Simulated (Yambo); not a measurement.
GeSe (space group Pnma, No. 62), G0W0@PBEsol in Yambo with this input:

```
rim_cut
gw0
dyson
el_el_corr
HF_and_locXC
ppa
em1d
RandQpts= 1000000
RandGvec= 1 Ry
EXXRLvcs= 86 Ry
VXCRLvcs= 344 Ry
Chimod= "HARTREE"
% BndsRnXp
 21 | 312 |
%
NGsBlkXp= 7 Ry
% LongDrXp
 1.0 | 1.0 | 1.0 |
%
PPAPntXp= 27.2114 eV
% GbndRnge
 1 | 312 |
%
GTermKind= "BG"
DysSolver= "n"
ExtendOut
```

On a 1×4×2 mesh, with wavefunctions cut at 86 Ry, the gap (Γ → Γ) is 1.547 eV and the valence edge shifts by -0.855 eV.

### Question
What happens with this change: 1 Ry block?

### Answer
The gap rises by 0.033 eV, to 1.580 eV; the shift of the valence edge becomes -0.490 eV. Neither run is shown to be the converged limit. The mesh misses a band edge: along a dense path the PBEsol gap is 0.61 eV against 0.88 eV on the mesh.

The standard potentials for Ge, Se keep a d shell in the valence without the s and p states of that shell. In tests on such compounds this moved G0W0 gaps by up to about 0.9 eV, so absolute quasiparticle energies here are unreliable; differences between settings are what counts.

Spin-orbit coupling is not included.

Geometry relaxed with PBE+D3(BJ); primitive cell a = 11.034 Å, b = 3.905 Å, c = 4.373 Å, α = β = γ = 90.00°.

A shift is the quasiparticle energy of the state minus its PBEsol energy.
